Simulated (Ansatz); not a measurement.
The relaxed structure here is a generated cell of TiTe2: the first start was made by placing the elements on the sites of a structure type, and the end was not matched to a known phase here, so it may be hypothetical. Known forms of TiTe2 include space group No. 164.

A relaxed structure of TiTe$_{2}$. Space group Pa-3 (No. 205). All values below come from PBE (plane waves to 420 eV, PAW, scalar-relativistic; Ansatz, a first-principles code).

```cif
data_Te8Ti4
_chemical_formula_sum 'Ti4 Te8'
_space_group_name_H-M_alt 'P 1'
_space_group_IT_number 1
_cell_length_a 6.84855
_cell_length_b 6.84855
_cell_length_c 6.84855
_cell_angle_alpha 90.000
_cell_angle_beta 90.000
_cell_angle_gamma 90.000
loop_
_space_group_symop_operation_xyz
  'x, y, z'
loop_
_atom_site_label
_atom_site_type_symbol
_atom_site_fract_x
_atom_site_fract_y
_atom_site_fract_z
_atom_site_occupancy
Ti1 Ti 0.00000 0.00000 0.00000 1
Ti2 Ti 0.50000 0.50000 0.00000 1
Ti3 Ti 0.00000 0.50000 0.50000 1
Ti4 Ti 0.50000 0.00000 0.50000 1
Te1 Te 0.36213 0.36213 0.36213 1
Te2 Te 0.86213 0.13787 0.63787 1
Te3 Te 0.63787 0.86213 0.13787 1
Te4 Te 0.13787 0.63787 0.86213 1
Te5 Te 0.63787 0.63787 0.63787 1
Te6 Te 0.13787 0.86213 0.36213 1
Te7 Te 0.36213 0.13787 0.86213 1
Te8 Te 0.86213 0.36213 0.13787 1
```

```yaml
volume_per_atom: 26.77 Å³
band_gap: zero (metallic)
shortest_distances: Te–Ti 2.82 Å; Te–Te 3.27 Å
k-mesh: 6×6×6
```

Band energies at high-symmetry points (eV from the Fermi level; labels of this space group; no spin-orbit coupling), from −5 eV up to 1.7 eV:

```tsv
point	energies
Γ	-4.78 -4.78 -4.78 -4.03 -4.03 -4.03 -3.71 -3.71 -3.71 -3.46 -3.46 -2.48 -2.48 -2.48 -2.32 -2.32 -1.62 -1.17 -1.17 -1.17 -0.87 -0.05 -0.05 -0.05 0.24 0.24 0.33 0.33 0.33 0.45 0.77 0.77 0.77 1.30 1.30 1.30 1.55 1.55 1.55
X	-4.32 -4.32 -4.21 -4.21 -3.44 -3.44 -3.15 -3.15 -2.71 -2.71 -2.29 -2.29 -2.03 -2.03 -1.87 -1.87 -1.60 -1.60 -0.53 -0.53 0.01 0.01 0.31 0.31 0.33 0.33 0.47 0.47 0.73 0.73 1.10 1.10 1.24 1.24
M	-4.71 -4.71 -4.71 -4.71 -3.69 -3.69 -3.69 -3.69 -2.72 -2.72 -2.72 -2.72 -2.02 -2.02 -2.02 -2.02 -1.76 -1.76 -1.76 -1.76 -0.59 -0.59 -0.59 -0.59 0.26 0.26 0.26 0.26 0.43 0.43 0.43 0.43 1.35 1.35 1.35 1.35
R	-4.53 -4.53 -4.53 -4.53 -3.29 -3.29 -3.29 -3.29 -2.80 -2.80 -2.80 -2.80 -2.16 -2.16 -2.16 -2.16 -1.49 -1.49 -1.49 -1.49 -1.00 -1.00 -1.00 -1.00 -0.12 -0.12 -0.12 -0.12 0.23 0.23 0.23 0.23 1.46 1.46 1.46 1.46
X1	-4.32 -4.32 -4.21 -4.21 -3.44 -3.44 -3.15 -3.15 -2.71 -2.71 -2.29 -2.29 -2.03 -2.03 -1.87 -1.87 -1.60 -1.60 -0.53 -0.53 0.01 0.01 0.31 0.31 0.33 0.33 0.47 0.47 0.73 0.73 1.10 1.10 1.24 1.24
```

No spin polarisation in the result. A magnetic state may lie lower.

The run could not lower the symmetry of its start; a shaken copy of this end point relaxes with PBE to Pc (No. 7), 0.05 eV/atom lower.
